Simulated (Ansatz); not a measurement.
Values for one crystal, relaxed and computed with plane-wave PAW r²SCAN (Ansatz code); other levels are named.

Volume per atom: 22.19 Å³
Electronic character: metallic (no gap)
Formation energy from the elements (no fitted shifts): -0.97 eV/atom
Bulk modulus (Birch–Murnaghan fit): 74.3 GPa
Pressure derivative B′: 5.2
Gap with spin–orbit coupling: none (metallic)
Density of states at the Fermi level: 0.67 states/eV per atom (mean over ±0.08 eV)

Task: Which of these materials gives this?
A. Nb4GaSe8, F-43m (Nb on 16e, Ga on 4c, Se on 16e, Se on 16e)
B. NbP, CsCl type
C. Nb3As, P4_2/n (Nb on 8g, Nb on 8g, Nb on 8g, As on 8g)
D. TiSe, Pnma (Ti on 4c, Se on 4c)

Result: A, Nb4GaSe8, F-43m (Nb on 16e, Ga on 4c, Se on 16e, Se on 16e)

The first step of the workflow began from a Materials Project structure, measured or hypothetical; the Crystallography Open Database files this formula in space group No. 216, but the cells were not matched. Whether it is the stable phase at ambient conditions was not checked. The r²SCAN relaxation kept the symmetry of its start; its stability against distortions is not shown here. No spin polarisation was allowed. With an odd number of electrons in the cell and no spin polarisation, the count alone makes it a metal. The references are the lowest solids computed at this level, not always the standard phases. Scalar-relativistic: spin–orbit coupling is off unless named, which matters more the heavier the elements.

Potentials: the later of the program's two PAW sets.
